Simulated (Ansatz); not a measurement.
KScS2O8: computed property card

KScS2O8:
```xyz
12
Lattice="4.2427 2.6481 0.0000 -4.2427 2.6481 0.0000 -0.5567 0.0000 7.9039" Properties=species:S:1:pos:R:3 pbc="T T T"
K     -0.2784     0.0000     3.9520
Sc     0.0000     0.0000     0.0000
S     -1.2515     2.6481     1.6811
S      0.6948     2.6481     6.2228
O     -1.8019     2.6481     3.0175
O      1.2452     2.6481     4.8864
O     -0.3963     3.8525     1.4738
O     -0.1605     1.4437     6.4301
O     -0.1605     3.8525     6.4301
O     -0.3963     1.4437     1.4738
O     -2.2897     2.6481     0.6251
O      1.7330     2.6481     7.2788
```

Space group C2/m (No. 12); conventional cell a = 8.485 Å, b = 5.296 Å, c = 7.923 Å, α = 90.00°, β = 94.03°, γ = 90.00°.

Method: r²SCAN in the plane-wave PAW code Ansatz. Structure relaxed to zero pressure with the same functional. Other levels are named where they apply.

**Cell and energy**

Volume per atom: 14.80 Å³
Density: 2.58 g/cm³
Formation energy from the elements (no fitted shifts): -2.19 eV/atom

**Electronic structure**

Band gap: 4.99 eV (smallest direct gap 4.99 eV)
Valence-band maximum: at A (k = 0.000, 0.000, 0.500 in fractions of the reciprocal vectors)
Conduction-band minimum: at Y2 (k = 0.500, 0.500, 0.000 in fractions of the reciprocal vectors)
HSE06 gap on the r²SCAN cell: 6.49 eV

**Mechanics**

- Bulk modulus (Birch–Murnaghan fit): 25.5 GPa
- Pressure derivative B′: 5.0

**Charges**

- Bader charges: K +0.92, Sc +2.23, S +4.12, O -1.43 to -1.42 e

The workflow started from a Materials Project entry (that database holds measured and hypothetical structures alike); the Crystallography Open Database copy checked does not list it. Whether it is the stable phase at ambient conditions was not checked. The cell was relaxed with r²SCAN under the symmetry of its start; whether a distortion lowers the energy is not shown. No spin polarisation was allowed. The references are the lowest solids computed at this level, not always the standard phases (solids in place of the gases).

Potentials: the later of the program's two PAW sets.
